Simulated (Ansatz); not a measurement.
# Contact densities of Ru against volume

```xyz
2
Lattice="2.7058 0.0000 0.0000 -1.3529 2.3433 0.0000 0.0000 0.0000 4.2819" Properties=species:S:1:pos:R:3 pbc="T T T"
Ru    0.0000    1.5622    1.0705
Ru    1.3529    0.7811    3.2114
```

Atom numbers follow the list: Ru1, Ru2.

The cell comes from COD entry 9017842, which wasn't checked; take it as a given geometry.

Theory: DFT, PBEsol, all-electron PAW with datasets made for the crystal, scalar-relativistic in Ansatz 0.2.0.

Numerical set-up: a Γ-centred 14×14×8 k mesh, Fermi–Dirac smearing of 0.03 eV, cutoff 320 eV (chosen by the program for this cell), no spin polarisation.

The contact density is the mean electron density over the nuclear volume; its changes set Mössbauer isomer shifts. Changes below are taken from the unscaled cell, where it is 718412 e/Å³ at Ru1.

Volumes at which the program chose other datasets or cutoffs are left out.

The datasets are made afresh for each cell, so very small changes are uncertain.

Task: Does compression raise or lower the contact density at Ru1?

Result: It raises it, by 4.86 e/Å³ over the whole range.

Task: Tabulate the changes with volume.

Result: 
| V/V(cell) | P (GPa) | Δρ(0) Ru1 (e/Å³) |
| --- | --- | --- |
| 0.9800 | 0.5 | 1.64 |
| 0.9900 | -3.0 | 0.79 |
| 1.0000 | -6.3 | 0.00 |
| 1.0100 | -9.4 | -0.82 |
| 1.0200 | -12.3 | -1.64 |
| 1.0400 | -17.6 | -3.22 |
